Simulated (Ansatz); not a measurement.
## MoPb: what symmetry allows forces and stress to be

```
Mo Pb
1.0
    -2.15569    2.08031    4.89707
     2.15569   -2.08031    4.89707
     2.15569    2.08031   -4.89707
Mo Pb
2 2
Direct
  0.75224 0.25224 0.50000
  0.02784 0.02784 0.00000
  0.20773 0.70773 0.50000
  0.51219 0.51219 0.00000
```

Level of theory: Ansatz, DFT PBEsol, scalar-relativistic, plane waves, PAW.

Settings: cutoff 420 eV, Γ-centred mesh 12×12×12 on the computed 4-atom cell, Gaussian smearing of 0.10 eV; no spin polarisation.

This distorted cell has space group Imm2, with 4 operations.

Without a calculation: in which directions can each atom feel a force?

A force must be left unchanged by every operation that keeps its atom in place, so it lies in the space that those operations leave fixed. Atoms that the group maps onto each other feel forces of one size.
| atom | site symmetry | operations at the site | equivalent to atom | allowed force (Cartesian) |
| --- | --- | --- | --- | --- |
| Mo1 | mm2 | 4 | 1 | along (0.00, 0.00, 1.00) |
| Mo2 | mm2 | 4 | 2 | along (0.00, 0.00, 1.00) |
| Pb3 | mm2 | 4 | 3 | along (0.00, 0.00, 1.00) |
| Pb4 | mm2 | 4 | 4 | along (0.00, 0.00, 1.00) |

That leaves 4 independent force components of 12, tied by 1 condition that the forces sum to zero, so 3 remain. A relaxation in this cell that keeps the symmetry moves the atoms in these directions alone.

And the stress tensor?

It must be invariant under the point group, which leaves 3 independent components: yz, xz, xy vanish.

Do the computed values obey this?

Yes. Forces (eV/Å):
```
Mo1  0.000  0.000 -0.837
Mo2  0.000  0.000 -0.001
Pb3  0.000  0.000  3.809
Pb4  0.000  0.000 -2.971
```

Stress (GPa, compression positive, xx yy zz yz xz xy): -6.78 -4.47 -6.44 0.00 0.00 0.00. The program imposes the same operations on density, forces and stress, so this confirms the analysis and is no independent test of the calculation.

Spin–orbit coupling is left out, which can shift energies with elements as heavy as these.